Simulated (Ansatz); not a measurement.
KCl (rock salt, Fm-3m), a = b = c = 6.243 Å, α = β = γ = 90.00°; the cell used has 2 atoms.

Relaxed with PBEsol. Independent-particle spectrum: no excitons, no local fields, no scissors shift; 0.1 eV broadening; ε₁ of the summed bands alone.

Task: Tabulate the dielectric function from the program Ansatz at the PBEsol level (PAW).

Result: 

| E (eV) | ε₁ xx | ε₂ xx |
|---|---|---|
| 0.0 | 2.61 | 0.00 |
| 0.5 | 2.61 | 0.00 |
| 1.0 | 2.62 | 0.00 |
| 1.5 | 2.65 | 0.00 |
| 2.0 | 2.68 | 0.00 |
| 2.5 | 2.73 | 0.00 |
| 3.0 | 2.80 | 0.00 |
| 3.5 | 2.88 | 0.00 |
| 4.0 | 3.00 | 0.00 |
| 4.5 | 3.18 | 0.00 |
| 5.0 | 3.52 | 0.01 |
| 5.5 | 3.76 | 0.45 |
| 6.0 | 3.90 | 0.66 |
| 6.5 | 4.39 | 0.87 |
| 7.0 | 4.56 | 2.17 |
| 7.5 | 4.10 | 3.17 |
| 8.0 | 1.75 | 4.58 |
| 8.5 | 1.77 | 2.53 |
| 9.0 | 1.58 | 1.56 |
| 9.5 | 2.78 | 1.53 |
| 10.0 | 3.61 | 4.12 |
| 10.5 | 0.61 | 3.76 |
| 11.0 | -0.59 | 3.01 |
| 11.5 | -0.64 | 1.66 |
| 12.0 | -0.11 | 0.73 |

Task: From ε at 7.1 eV (xx: 4.49 + 2.38i), find n, k, the normal reflectivity and the absorption coefficient.

Result: n = 2.19, k = 0.544, R = 16 %, α = 2kE/ħc = 390000 cm⁻¹.

With all bands, ε∞ without local fields is 2.64. DFPT, with local fields, gives 2.38.

The PBEsol relaxation kept the symmetry of its start.

Potentials: the later of the program's two PAW sets.
